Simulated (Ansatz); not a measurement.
NaF (rock salt) is sheared across one {100} plane: the third cell vector gains the shift, so faults repeat every 6.9 Å. The cut lies between planes 2.30 Å apart; the cell height is held.

```xyz
6
Lattice="3.2488 0.0000 0.0000 0.0000 3.2488 0.0000 1.6244 1.6244 6.8918" Properties=species:S:1:pos:R:3 pbc="T T T"
F      1.3537     1.3537     5.7431
F      1.3537     1.3537     1.1486
F      2.9781     2.9781     3.4459
Na     2.9781     2.9781     1.1486
Na     1.3537     1.3537     3.4459
Na     2.9781     2.9781     5.7431
```

In-plane vectors a = (3.249, 0.000) Å, b = (0.000, 3.249) Å, area 10.55 Å². The shift is s times the vector a + b (length 4.595 Å), so s = 1 restores the start. Atoms relax along the normal only. γ = [E(shift) − E(0)] / area.

Method: r2SCAN (plane waves to 500 eV, PAW, scalar-relativistic; Ansatz, an electronic-structure program). k mesh 9×9×9 (Γ-centred), Fermi-Dirac smearing 0.05 eV. Energies are extrapolated to zero smearing. Some relaxations began with atoms very close together and may have settled on another branch. Faults lie only 6.9 Å apart, and holding the cell height raises γ above its relaxed value. NaF was relaxed with its symmetry unable to fall. γ is measured from zero shift.

```json
[
 {"s": "0.000", "γ (mJ/m²)": "0"},
 {"s": "0.083", "γ (mJ/m²)": "93"},
 {"s": "0.167", "γ (mJ/m²)": "371"},
 {"s": "0.250", "γ (mJ/m²)": "765"},
 {"s": "0.333", "γ (mJ/m²)": "withheld"},
 {"s": "0.417", "γ (mJ/m²)": "1374"},
 {"s": "0.500", "γ (mJ/m²)": "1460"},
 {"s": "0.583", "γ (mJ/m²)": "1374"},
 {"s": "0.667", "γ (mJ/m²)": "withheld"},
 {"s": "0.750", "γ (mJ/m²)": "765"},
 {"s": "0.833", "γ (mJ/m²)": "371"},
 {"s": "0.917", "γ (mJ/m²)": "93"}
]
```

Fit a Fourier form (three harmonics of 1 − cos and sin) to the given rows and predict γ at s = 0.667.

Least squares on the 10 given rows: γ = (740.1)·[1 − cos(2πs)] + (17.8)·[1 − cos(4πs)] + (-12.6)·[1 − cos(6πs)], in mJ/m²; root-mean-square residual 2.6 mJ/m². At 0.667 the fit gives 1137 mJ/m²; the calculation gives 1129 mJ/m², so the interpolation is off by 8 (+0.7 %). 

(The slope of γ gives the shear force per area between the displaced halves; near zero shift its curvature is an elastic stiffness.)
